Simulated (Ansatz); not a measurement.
SiNi$_{3}$ (Cu3Au type), relaxed with PBEsol (Ansatz, a program for electronic structure, plane waves, PAW): a = 3.4610 Å, b = 3.4610 Å, c = 3.4610 Å, α = 90.00°, β = 90.00°, γ = 90.00°.

```
Item                  Value
--------------------  -----
ΔH_f (eV/atom)        -0.53
B₀ by P(V) fit (GPa)    240
```

### Question
The same phase is relaxed and computed with r²SCAN in the same code. What are the cell and these values now?

### Answer
a = b = c = 3.464 Å, α = β = γ = 90.00°.

* **ΔH_f (eV/atom)**: -0.44
* **B₀ by P(V) fit (GPa)**: 240

All cells were relaxed under the symmetry of their starts (and spin orders); stability against distortions was not tested throughout. Rows with no word on spin ran without spin polarisation.

Potentials: the later of the program's two PAW sets.

Ansatz is a plane-wave DFT program.

Formation energies count from the lowest solids of the elements computed at the same level, not from gases.
